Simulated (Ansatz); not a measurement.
Input file for Ansatz (an electronic-structure program):

Ansatz 0.2 input:
```yaml
crystal:
  lattice:
    - [0.0, 2.3556860062, 2.3556860062]
    - [2.3556860062, 0.0, 2.3556860062]
    - [2.3556860062, 2.3556860062, 0.0]
  atoms:
    - { symbol: C, position: [0.0, 0.0, 0.0] }
    - { symbol: Zr, position: [0.5, 0.5, 0.5] }
kpoints:
  mp_grid: { grid: [31, 31, 31] }
hamiltonian:
  xc: r2scan
  pseudopotentials: { kind: paw }
scf:
  occupations: { method: fermi_dirac, width: 0.1 }
elastic: { mode: relaxed_ion, stencil: two_point, amplitude: 0.005, f_tol: 0.0005 }
```

Output (shortened):

```
Pseudopotential: C, paw, valence charge 4
Pseudopotential: Zr, paw, valence charge 12
Functional definition: r2SCAN
Crystal: 2 atoms, lattice volume = 26.145 Å³
Basis set: ecut = 500 eV, 645 PW (Γ), exchange–correlation on 100×100×100 points (64 copies of the dense FFT grid, shifted against one another)
Bands: 12, of which v1, the nominal top of the filled ones, is band 8 counted from 1 (7 counted from 0)
Symmetry: 48 space group operations
Space group: Fm-3m (ITA 225), of the structure as read, at distance tolerance 3.0e-5 Å
k-points: 816 of 29791
SCF 1 converged in 10 iterations: F = -4448.713549 eV  dr2 = 8.55e-14
Crystal: 2 atoms, lattice volume = 26.145 Å³
SCF 2 converged in 2 iterations: F = -4448.713549 eV  dr2 = 3.70e-14
Crystal: 2 atoms, lattice volume = 26.014 Å³
Symmetry: 16 space group operations
k-points: 2176 of 29791
SCF 3 converged in 10 iterations: F = -4448.712558 eV  dr2 = 1.10e-15
Crystal: 2 atoms, lattice volume = 26.275 Å³
SCF 4 converged in 7 iterations: F = -4448.712616 eV  dr2 = 5.08e-14
Crystal: 2 atoms, lattice volume = 26.144 Å³
Symmetry: 8 space group operations
k-points: 4096 of 29791
SCF 5 converged in 8 iterations: F = -4448.713212 eV  dr2 = 2.68e-14
Crystal: 2 atoms, lattice volume = 26.144 Å³
SCF 6 converged in 8 iterations: F = -4448.713212 eV  dr2 = 1.82e-14
SCF converged after 2 iterations
Free energy (F): -4448.713549 eV
Harris-Foulkes:  -4448.713549 eV  (|F-HF|=9.09e-13)
Internal energy: -4448.704690 eV  (E = F + TS)
E sigma→0 (E₀):  -4448.709120 eV
Entropy (-TS):   -0.008860 eV (-4.430 meV/atom)
Fermi energy:    14.801540 eV
--- Per-component energies (eV) ---
  E_band       = -61.869101
  E_kinetic    = 421.783950
  E_local      = -596.543480  (includes V_loc(G=0)·N_el)
  E_nonlocal   = 103.434150
  E_hartree    = 178.864031
  E_xc         = -204.667175
  E_vxc        = -278.169072  (∫ρ·V_xc dr)
  E_paw        = -3070.478285  (= ΣΔE_a)
  E_vpaw       = -85.748061  (= ΣTr[D̂ρ^β])
  E_aug_tail   = 0.000016  (compensation charges beyond the density's cutoff)
  E_vtau       = 15.645333  (kinetic-family band-sum trace: ∫τ·v_τ [+ j·A + Jᵃ·Aᵃ] dr)
  E_ewald      = -1280.908382
  E_core_change = -0.189515  (= ΣΔE_core)
  E_smearing   = -0.008860  (= −TS)
  E_closure    = 0.000000  (closes the sum)
  Σ components = -4448.713549   (vs F -4448.713549, Δ=0.00e0)
--- Forces (eV/Å), atoms counted from 1 ---
  atom   1  C      0.00000000     0.00000000     0.00000000
  atom   2  Zr     0.00000000     0.00000000     0.00000000
  max |Σ_I F_I| component: 0.0 eV/Å
--- Stress (GPa, compression-positive) ---
        0.014000       0.000000       0.000000
        0.000000       0.014000       0.000000
        0.000000       0.000000       0.014000
  P = ⅓ Tr σ = 0.0140 GPa (0.140 kbar)
--- Band table (eV; the first three rows and the last of 816) ---
  k-point 0: bands = ["-35.0683", "-12.0727", "-12.0727", "-12.0727", "2.7710", "15.7030", "15.7030", "15.7030", "16.0948", "16.0948", "16.0948", "17.7222"]
  k-point 1: bands = ["-35.0673", "-12.0823", "-12.0735", "-12.0735", "2.7953", "15.4306", "15.5164", "15.5164", "16.1737", "16.1737", "16.3099", "17.8810"]
  k-point 2: bands = ["-35.0642", "-12.1106", "-12.0758", "-12.0758", "2.8675", "14.9813", "15.1465", "15.1465", "16.2963", "16.2963", "16.5941", "18.2805"]
  k-point 815: bands = ["-34.9306", "-12.5924", "-12.5739", "-12.3779", "4.6080", "11.9653", "12.3510", "12.3825", "18.1576", "18.4521", "20.7203", "22.0510"]
--- Elastic constants: 2 strain directions × 2 members + reference (group order 48) ---
  dense FFT box of the reference and of every strained cell: 25×25×25
  strains applied: 11, 23; error gains: componentwise 1.00 (the most a stress slope's error grows in a printed constant), spectral 1.73 (1 for all six strains …
  C = ∂σ_k/∂η_j (tension-positive GPa; Voigt order 11 22 33 23 13 12):
       471.842    109.168    109.168      0.000      0.000      0.000
       109.168    471.842    109.168      0.000      0.000      0.000
       109.168    109.168    471.842      0.000      0.000      0.000
         0.000      0.000      0.000    165.677      0.000      0.000
         0.000      0.000      0.000      0.000    165.677      0.000
         0.000      0.000      0.000      0.000      0.000    165.677
  reference stress σ⁰ (GPa):     -0.014     -0.014     -0.014      0.000      0.000      0.000
  moduli (Voigt/Reuss/Hill, GPa): K = 230.06/230.06/230.06   G = 171.94/171.60/171.77   E = 412.62   ν = 0.201
  mechanically stable: yes (min eigenvalue of sym C = 165.68 GPa)
  strain η (Voigt 11):  stress-route row diagonal C_11 = 471.84 GPa, energy-path curvature d²(F+E_count+ΔE)/dδ²/Ω₀ = 471.77 GPa
         δ    σ_11 (GPa)             F (eV)   n_scf  n_hpsi   n_pw
    -5.000e-3      -2.4370       -4448.7125584      10  611213    678   relax 0 steps, max|allowed force component| 0.0 eV/Å
     5.000e-3       2.2814       -4448.7126158       7  513089    684   relax 0 steps, max|allowed force component| 0.0 eV/Å
  strain η (Voigt 23):  stress-route row diagonal C_44 = 165.68 GPa, energy-path curvature d²(F+E_count+ΔE)/dδ²/Ω₀ = 165.69 GPa
         δ    σ_23 (GPa)             F (eV)   n_scf  n_hpsi   n_pw
    -5.000e-3      -0.8284       -4448.7132119       8  1037325    682   relax 0 steps, max|allowed force component| 0.0 eV/Å
     5.000e-3       0.8284       -4448.7132119       8  1028595    682   relax 0 steps, max|allowed force component| 0.0 eV/Å
```

Cost: very roughly 6 core-minutes on shared cores.

The r²SCAN relaxation kept the symmetry of its start; of distortions, only those at the zone centre were tested. No spin polarisation was allowed. As this level gives no gap, shear constants depend on the k-mesh and smearing (Fermi–Dirac, 0.1 eV here). Scalar-relativistic: spin–orbit coupling is off unless named, which matters more the heavier the elements.

Potentials: the later of the program's two PAW sets.

Ansatz is a plane-wave DFT program.
